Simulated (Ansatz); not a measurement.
Space group P3m1 (No. 156). a = 4.481 Å, b = 4.481 Å, c = 10.991 Å, α = 90.00°, β = 90.00°, γ = 120.00°
| atom | site | symmetry | x | y | z |
| --- | --- | --- | --- | --- | --- |
| In | 1a | 3m. | 0.0000 | 0.0000 | 0.0002 |
| In | 1b | 3m. | 0.3333 | 0.6667 | 0.6790 |
| In | 1c | 3m. | 0.6667 | 0.3333 | 0.3200 |
| Sb | 1b | 3m. | 0.3333 | 0.6667 | 0.4182 |
| As | 1a | 3m. | 0.0000 | 0.0000 | 0.7559 |
| As | 1c | 3m. | 0.6667 | 0.3333 | 0.0768 |

Equation of state of this In₃SbAs₂ structure (not necessarily the ground state), with shape and atoms relaxed at each volume where symmetry leaves them free. It has no gap at any of these volumes. All numbers below come from DFT PBE, scalar-relativistic, plane waves, PAW (Ansatz 0.2.0).

Cutoff 420 eV; k points 12×12×4 on the computed 6-atom cell (Γ-centred); Gaussian smearing, width 0.10 eV; no spin polarisation.

| V (Å³/atom) | E − E(largest V) (meV/atom) | P (GPa) |
| --- | --- | --- |
| 28.032 | 43.57 | 7.53 |
| 28.988 | 6.03 | 5.13 |
| 29.943 | -18.38 | 3.11 |
| 30.899 | -31.75 | 1.42 |
| 31.855 | -35.85 | 0.00 |
| 32.810 | -32.18 | -1.19 |
| 33.766 | -21.97 | -2.19 |
| 35.040 | 0.00 | -3.28 |

Question: Fit a third-order Birch–Murnaghan equation, E = E0 + (9V0B0/16)·[(x − 1)³B0' + (x − 1)²(6 − 4x)] with x = (V0/V)^(2/3), to E(V).

Answer: V0 = 31.85 Å³/atom, B0 = 43 GPa, B0' = 4.8.

Spin-orbit coupling is left out, which matters for the bands of heavy elements.

The cell was found from a structure generator's guess, not taken from experiment.
